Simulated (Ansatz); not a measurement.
Polymorphs of Ga, each relaxed with plane-wave PAW r²SCAN (Ansatz code):

A: α-Ga (Cmce)
a = 4.474 Å, b = 7.597 Å, c = 4.526 Å, α = 90.00°, β = 90.00°, γ = 90.00°

| atom | site | symmetry | x | y | z |
|---|---|---|---|---|---|
| Ga | 8f | m.. | 0.0000 | 0.3440 | 0.4154 |

B: diamond (Fd-3m)
a = 5.7783 Å, b = 5.7783 Å, c = 5.7783 Å, α = 90.00°, β = 90.00°, γ = 90.00°

| atom | site | symmetry | x | y | z |
|---|---|---|---|---|---|
| Ga | 8b | -43m | 0.5000 | 0.5000 | 0.5000 |

Q: Order them by energy per atom at 0 K (lowest first) at the level r²SCAN.

A: A (+0 meV/atom), B (+315 meV/atom)

Typed or built starts, not in the databases checked: B. Not the usual ambient phase: B. Unstable at this level: B. All cells were relaxed under the symmetry of their starts (and spin orders); stability against distortions was not tested throughout. Spin–orbit coupling is left out wherever it is not named.

Energies hold the estimated change up to a 700 eV cutoff; steps of a few meV lie near the error of the meshes.

Potentials: the earlier of the program's two PAW sets.
